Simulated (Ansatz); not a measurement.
Co started on a Cs site in cubic perovskite CsSnI3, 40 atoms, charge −1

Theory: DFT, PBEsol, PAW, plane waves (Ansatz 0.2.0).

Command:

```sh
ansatz run in.yaml --threads 8 --pin off --max-ram 118750MiB --runs-dir r --events-out ev --progress --plain --backend cuda --devices 0, --max-vram 170GiB
```

The input less its lattice and atoms (starting moments on atoms near the defect: 3 μB in all):

```yaml
crystal:
  symmetry: { detect: false }
kpoints:
  mp_grid: { grid: [1, 1, 1], shift: [0.25, 0.25, 0.25] }
hamiltonian:
  xc: pbesol
total_charge: -1
magnetization:
  spin_polarized: true
scf:
  occupations: { method: fermi_dirac, width: 0.01 }
relax:
  f_tol: 0.03
  max_steps: 80
  escape_saddle: false
  adjacent_minimum: "off"
output:
  forces: true
  eigenvalues: true
  populations: true
  charged_corrections: { epsilon: 30 }
```

Start:

```
Cs Co Sn I
1.0
    12.31446    0.00000    0.00000
     0.00000   12.31446    0.00000
     0.00000    0.00000   12.31446
Cs Co Sn I
7 1 8 24
Direct
  0.99879 0.99961 0.99837
  0.00027 0.00129 0.50028
  0.99902 0.50024 0.00217
  0.00060 0.50128 0.49919
  0.50104 0.00062 0.99887
  0.50008 0.99871 0.50055
  0.49985 0.50128 0.99864
  0.50002 0.49725 0.50128
  0.24923 0.25263 0.24685
  0.25010 0.24641 0.74918
  0.25129 0.75042 0.25002
  0.25080 0.74920 0.74956
  0.75096 0.24862 0.24818
  0.74725 0.24946 0.75116
  0.74931 0.75129 0.24980
  0.75234 0.74934 0.74981
  0.25447 0.25063 0.99987
  0.24920 0.24967 0.50224
  0.25145 0.74904 0.00214
  0.25077 0.74751 0.50156
  0.74992 0.25054 0.00340
  0.75085 0.24921 0.50241
  0.74720 0.75078 0.00170
  0.74972 0.75004 0.50132
  0.00164 0.24920 0.25107
  0.00112 0.25070 0.75072
  0.99751 0.74907 0.24973
  0.99899 0.74979 0.75040
  0.49877 0.24870 0.24854
  0.49835 0.24997 0.75170
  0.50110 0.75015 0.25048
  0.50062 0.74845 0.75084
  0.24817 0.99965 0.25136
  0.24621 0.00392 0.74570
  0.24780 0.49857 0.24895
  0.25098 0.50068 0.75021
  0.74907 0.99980 0.25024
  0.75207 0.00094 0.75012
  0.75248 0.49875 0.25077
  0.75085 0.50121 0.75140
```

Steps:

| step | energy less the first (eV) | largest force component (eV/Å) |
| --- | --- | --- |
| start | 0.000 | 0.322 |
| 1 | -0.078 | 0.138 |
| 2 | -0.103 | 0.034 |
| 3 | -0.111 | 0.027 |
| 4 | -0.115 | 0.035 |
| 5 | -0.126 | 0.060 |
| 6 | -0.143 | 0.085 |
| 7 | -0.196 | 0.213 |
| 8 | -0.278 | 0.320 |
| 9 | -0.386 | 0.387 |
| 10 | -0.505 | 0.410 |
| 11 | -0.621 | 0.314 |
| 12 | -0.679 | 0.328 |
| 13 | -0.815 | 0.389 |
| 14 | -1.093 | 1.208 |
| 15 | -1.471 | 0.773 |
| 16 | -1.713 | 0.556 |
| 17 | -2.019 | 0.682 |
| 18 | -2.312 | 0.508 |
| 19 | -2.477 | 0.564 |
| 20 | -2.622 | 0.257 |
| 21 | -2.716 | 0.130 |
| 22 | -2.789 | 0.104 |
| 23 | -2.856 | 0.088 |
| 24 | -2.902 | 0.144 |
| 25 | -2.932 | 0.082 |
| 26 | -2.951 | 0.162 |
| 27 | -2.976 | 0.207 |
| 28 | -3.025 | 0.194 |
| 29 | -3.118 | 0.340 |
| 30 | -3.220 | 0.367 |
| 31 | -3.266 | 0.537 |
| 32 | -3.323 | 0.200 |
| 33 | -3.333 | 0.169 |
| 34 | -3.349 | 0.151 |
| 35 | -3.358 | 0.058 |
| 36 | -3.364 | 0.025 |
| 37 | -3.367 | 0.013 |

A structure on the way, about -0.11 eV from the start:

```
Cs Co Sn I
1.0
    12.31446    0.00000    0.00000
     0.00000   12.31446    0.00000
     0.00000    0.00000   12.31446
Cs Co Sn I
7 1 8 24
Direct
  0.99927 0.00014 0.99900
  0.00087 0.00313 0.50025
  0.99923 0.50017 0.00149
  0.00083 0.50128 0.49869
  0.50039 0.00128 0.00038
  0.49944 0.99854 0.49852
  0.49847 0.50120 0.99793
  0.49913 0.48923 0.51305
  0.25130 0.25073 0.25169
  0.25144 0.25189 0.75013
  0.25101 0.74879 0.25109
  0.25033 0.74947 0.74887
  0.74922 0.25120 0.25183
  0.74911 0.25083 0.74947
  0.74883 0.74879 0.25079
  0.74847 0.74898 0.74890
  0.24982 0.24699 0.00077
  0.24656 0.24826 0.50062
  0.25001 0.75285 0.99966
  0.24245 0.75457 0.49973
  0.75060 0.24837 0.00041
  0.75772 0.24380 0.50022
  0.75086 0.75155 0.99942
  0.75534 0.75464 0.49929
  0.00041 0.24813 0.24755
  0.00009 0.24983 0.75243
  0.00016 0.75137 0.24731
  0.99980 0.74963 0.75298
  0.50037 0.24660 0.24857
  0.50009 0.24163 0.75640
  0.50005 0.75748 0.24343
  0.49978 0.75370 0.75182
  0.24830 0.00051 0.24981
  0.24756 0.99982 0.74944
  0.24552 0.50050 0.24436
  0.24513 0.49942 0.75769
  0.75130 0.00016 0.24865
  0.75284 0.99946 0.75195
  0.75748 0.50025 0.24319
  0.75072 0.49942 0.75303
```

End:

```
Cs Co Sn I
1.0
    12.31446    0.00000    0.00000
     0.00000   12.31446    0.00000
     0.00000    0.00000   12.31446
Cs Co Sn I
7 1 8 24
Direct
  0.03688 0.00052 0.99329
  0.01755 0.00050 0.46315
  0.96743 0.51506 0.02279
  0.98761 0.50695 0.52355
  0.50012 0.99892 0.97956
  0.52457 0.00430 0.46114
  0.46306 0.50897 0.03323
  0.64173 0.33244 0.78106
  0.24280 0.25678 0.24586
  0.25199 0.26121 0.74545
  0.24347 0.75404 0.24820
  0.24773 0.75496 0.74400
  0.74129 0.25349 0.22587
  0.78487 0.21914 0.71853
  0.74253 0.74995 0.24761
  0.74029 0.74512 0.74931
  0.27845 0.23650 0.99348
  0.20397 0.26437 0.49302
  0.26729 0.77173 0.99485
  0.20864 0.74467 0.49504
  0.70877 0.32775 0.97650
  0.78166 0.21158 0.46611
  0.70958 0.70681 0.99715
  0.77262 0.79430 0.49579
  0.99468 0.23553 0.19855
  0.01002 0.31487 0.78811
  0.99274 0.77673 0.21721
  0.99340 0.71504 0.77189
  0.49351 0.26690 0.26455
  0.50035 0.19708 0.72822
  0.49252 0.74272 0.26664
  0.49356 0.80578 0.72210
  0.26033 0.00485 0.25584
  0.20713 0.00849 0.73148
  0.21663 0.50573 0.22917
  0.29346 0.50837 0.75832
  0.72707 0.00272 0.20128
  0.77719 0.98677 0.81711
  0.77387 0.50300 0.27622
  0.70893 0.49998 0.68957
```

The run converged.

Time: 95 s of wall time on one NVIDIA GB200 with 8 processor threads, on a host shared with other runs; peak host memory 2.8 GiB.

Q: How much energy did the relaxation gain, and which atom moved most?

A: 3.37 eV in 37 steps, from a start with small random displacements (the gain also holds any tilting of the ideal host); atom 8 (Co) moved 4.36 Å, the median atom 0.51 Å (drift of the whole cell removed).

The moment started at 3 μB and ended at 1.0 μB; no other spin state is shown. The one k point has no symmetry partners, which can distort the end along one axis.
